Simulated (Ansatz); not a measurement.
The elements of this relaxed trial crystal are hidden behind letters.

```
lattice vectors (Å)
   3.0916    0.0000    0.0000
  -1.5458    2.6774    0.0000
   0.0000    0.0000    7.5635
fractional positions
X 0.0000 0.0000 0.0000
Z 0.3333 0.6667 0.6586
Z 0.6667 0.3333 0.3414
Q 0.6667 0.3333 0.8172
Q 0.0000 0.0000 0.5000
Q 0.3333 0.6667 0.1828
```

These are results of Ansatz, DFT PBE, scalar-relativistic, plane waves, PAW, not measurements. Settings of the last relaxation (6-atom cell): 420 eV, 12×12×6 k points, Gaussian smearing of 0.10 eV, no spin polarisation.

- Space group: P-3m1 (No. 164)
- Conventional cell: a = 3.092 Å, c = 7.563 Å
- Volume per atom: 10.43 Å³
- Density: 6.07 g/cm³
- Formation energy: −1.68 eV/atom
- Gap on the 12×12×6 mesh of the 6-atom cell: 0 eV (a metal)

Energies are uncorrected and count from the elements' standard states at the same level.

Question: X is a d-block element of period 5, Z is a d-block element of period 4 and Q is a p-block element of period 2. Which elements are they?

Answer: X = Zr, Z = Ti, Q = N, so the formula is ZrTi2N3. Density times volume gives a mean mass of 6.07 × 10.43/1.6605 = 38.1 u per atom, and this set has 38.2 u. Zr has 6 N at 2.26 Å, 6 Zr at 3.09 Å and 6 Ti at 3.14 Å; around Ti lie 6 N at 2.15 Å, 9 Ti at 2.99–3.09 Å and 3 Zr at 3.14 Å; N on a site of symmetry 3m is surrounded by 3 Ti at 2.15 Å and 3 Zr at 2.26 Å; 1 more site not described. Other sets within the hints have nearly the same mass, so mass alone doesn't settle it; this one was computed.

Symmetry constrained the relaxation, so the result can be a saddle point.
